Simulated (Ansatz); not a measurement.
Relaxed candidate structures of PtS:

A. Fm-3m (No. 225), cF8, rock salt type; a = b = c = 4.9761 Å, α = β = γ = 90.00°; S 4a (0.000, 0.000, 0.000); Pt 4b (0.500, 0.500, 0.500)

B. P4₂/mmc (No. 131), tP4; a = b = 3.475 Å, c = 6.067 Å, α = β = γ = 90.00°; Pt 2c (0.000, 0.500, 0.000); S 2e (0.000, 0.000, 0.250)

Problem. Order them by energy per atom (lowest first) at the level PBEsol (plane waves to 420 eV, PAW, scalar-relativistic; Ansatz, a program for electronic structure).

Solution. B (reference, the lowest of the structures calculated here), A (+0.42 eV/atom)

Problem. Which candidates are metallic at this level, and what gaps do the others have?

Solution. No gap: A. B: 0.52 eV (no spin-orbit coupling).

Each run could gain symmetry but not lose that of its start, so entries can be saddle points. From databases, or of a type measured for this composition: P4₂/mmc, tP4; the others are generated cells (placed on structure types, drawn at random, substituted or restacked) that were not matched to a known phase here. Energies are at zero temperature and pressure, without zero-point motion. The runs use different k-meshes, so differences are rounded accordingly. No spin polarisation in the result. Spin-orbit coupling is missing; with elements this heavy it can move band edges by tenths of an eV or more.
